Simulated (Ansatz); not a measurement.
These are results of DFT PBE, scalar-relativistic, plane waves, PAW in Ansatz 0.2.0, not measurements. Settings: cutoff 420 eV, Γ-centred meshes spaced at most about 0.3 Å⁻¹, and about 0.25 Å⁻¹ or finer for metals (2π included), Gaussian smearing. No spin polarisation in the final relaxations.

These are static total energies at zero pressure.

Compare these two cells of La5O, each relaxed at this level.

A.

```cif
data_structure
_symmetry_space_group_name_H-M 'P-62m'
_symmetry_Int_Tables_number 189
_cell_length_a 7.7869
_cell_length_b 7.7869
_cell_length_c 3.5023
_cell_angle_alpha 90.000
_cell_angle_beta 90.000
_cell_angle_gamma 120.000
_cell_volume 183.91
loop_
_atom_site_label
_atom_site_type_symbol
_atom_site_symmetry_multiplicity
_atom_site_Wyckoff_symbol
_atom_site_fract_x
_atom_site_fract_y
_atom_site_fract_z
_atom_site_occupancy
La1 La 3 f 0.74744 0.00000 0.00000 1
La2 La 2 d 0.66667 0.33333 0.50000 1
O1 O 1 b 0.00000 0.00000 0.50000 1
```

B.

```cif
data_structure
_symmetry_space_group_name_H-M 'P6/mmm'
_symmetry_Int_Tables_number 191
_cell_length_a 5.3619
_cell_length_b 5.3619
_cell_length_c 6.7782
_cell_angle_alpha 90.000
_cell_angle_beta 90.000
_cell_angle_gamma 120.000
_cell_volume 168.77
loop_
_atom_site_label
_atom_site_type_symbol
_atom_site_symmetry_multiplicity
_atom_site_Wyckoff_symbol
_atom_site_fract_x
_atom_site_fract_y
_atom_site_fract_z
_atom_site_occupancy
La1 La 1 b 0.00000 0.00000 0.50000 1
La2 La 4 h 0.33333 0.66667 0.77442 1
O1 O 1 a 0.00000 0.00000 0.00000 1
```

Question: Which is lower in energy, and by how much?

Answer: A is lower, by 0.57 eV/atom. A has space group P-62m (No. 189), 30.7 Å³/atom and no gap on its mesh; B has space group P6/mmm (No. 191), 28.1 Å³/atom and no gap. Counting La atoms around O (those within 1.25 times the shortest such distance or 1.15 times the sum of covalent radii, 1.27 where that leaves under three; the shortest distance is added where it exceeds 1.18 times the sum of covalent radii), A has O 6 and B has O 14 from 3.4 Å. The lower one is the more open, so pressure narrows the difference. Both come from invented guesses.

A magnetic state wasn't ruled out in cells without spin, among them P-62m, P6/mmm. Cells relaxed within their symmetry can be saddle points.
